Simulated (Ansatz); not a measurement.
All numbers below come from Ansatz 0.2.0, DFT PBE, scalar-relativistic, plane waves, PAW, and for the lanthanide a 4f-in-core norm-conserving potential. Cutoff 660 eV, Γ-centred meshes of about 0.25 Å⁻¹ or finer for metals and 0.3 Å⁻¹ for insulators (2π included), Gaussian smearing. No spin polarisation.

These are static total energies at zero pressure.

Two relaxed structures of PrScO:

A.

```
CELL_PARAMETERS angstrom
3.71872 0.00000 0.00000
0.00000 3.71872 0.00000
0.00000 0.00000 4.22208
ATOMIC_POSITIONS crystal
Pr 0.00000 0.00000 0.50000
Sc 0.50000 0.50000 0.00000
O 0.50000 0.50000 0.50000
```

B.

```
CELL_PARAMETERS angstrom
3.57508 0.00000 0.00000
-1.78754 3.09611 0.00000
0.00000 0.00000 5.72727
ATOMIC_POSITIONS crystal
Pr 0.00000 0.00000 0.00000
Sc 0.66667 0.33333 0.50000
O 0.00000 0.00000 0.50000
```

Question: Which form is favoured at zero pressure, and by what margin per atom?

Answer: A is lower, by 83 meV/atom. A has space group P4/mmm (No. 123), 19.5 Å³/atom and no gap on its mesh; B has space group P-6m2 (No. 187), 21.1 Å³/atom and no gap. Counting O atoms around Pr and Sc (those within 1.25 times the shortest such distance or 1.15 times the sum of covalent radii, 1.27 where that leaves under three), A has Pr 4, Sc 2 and B has Pr 2, Sc 3. The denser one is the lower, and pressure would at first widen the difference. In A, Pr is surrounded by 4 O at 2.63 Å, 8 Sc at 3.37 Å, 4 Pr at 3.72 Å and 2 Pr at 4.22 Å; Sc has 2 O at 2.11 Å, 8 Pr at 3.37 Å and 4 Sc at 3.72 Å; O has 2 Sc at 2.11 Å and 4 Pr at 2.63 Å. In B, Pr has 2 O at 2.86 Å, 6 Sc at 3.53 Å and 6 Pr at 3.58 Å; Sc is surrounded by 3 O at 2.06 Å, 6 Pr at 3.53 Å and 6 Sc at 3.58 Å; O is surrounded by 3 Sc at 2.06 Å and 2 Pr at 2.86 Å. Both come from trial cells of a structure search.

Trial moments fell under 0.15 μB along the way in P4/mmm and P-6m2; another start might hold them. With atoms moved at random, A and B came back.

The lanthanide is trivalent by construction, without f bands, f moments or other valences.
